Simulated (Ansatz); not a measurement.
SnO2 (rutile)

```
SnO2
1.0
    4.76854     0.00000     0.00000
    0.00000     4.76854     0.00000
    0.00000     0.00000     3.21140
Sn O
2 4
Cartesian
  0.00000   0.00000   0.00000
  2.38427   2.38427   1.60570
  1.46060   1.46060   0.00000
  3.84487   0.92367   1.60570
  0.92367   3.84487   1.60570
  3.30794   3.30794   0.00000
```

This relaxed cell (volume V₀) is scaled evenly in all directions, its shape held. The atoms relax within the cell's symmetry.

Method: PBEsol (plane waves to 420 eV, PAW, scalar-relativistic; Ansatz, a first-principles code). k mesh 7×7×10 (Γ-centred), Fermi-Dirac smearing 0.05 eV. E stands for the smeared free energy. Compression counts positive. SnO2 was relaxed with its symmetry unable to fall. The PAW data are Ansatz's earlier set. ΔE is measured from the relaxed starting cell.

What ΔE (meV/atom) and P (GPa) does the calculation give at V/V₀ = 0.940, 1.020, 1.060, 1.080, 1.100?


| V/V₀ | ΔE (meV/atom) | P (GPa) |
|---|---|---|
| 0.940 | 30.1 | 14.0 |
| 1.020 | 2.8 | -3.7 |
| 1.060 | 23.7 | -9.8 |
| 1.080 | 40.6 | -12.3 |
| 1.100 | 61.1 | -14.6 |

(Under strain, the slope of the energy per volume gives the stress and its curvature an elastic modulus.)
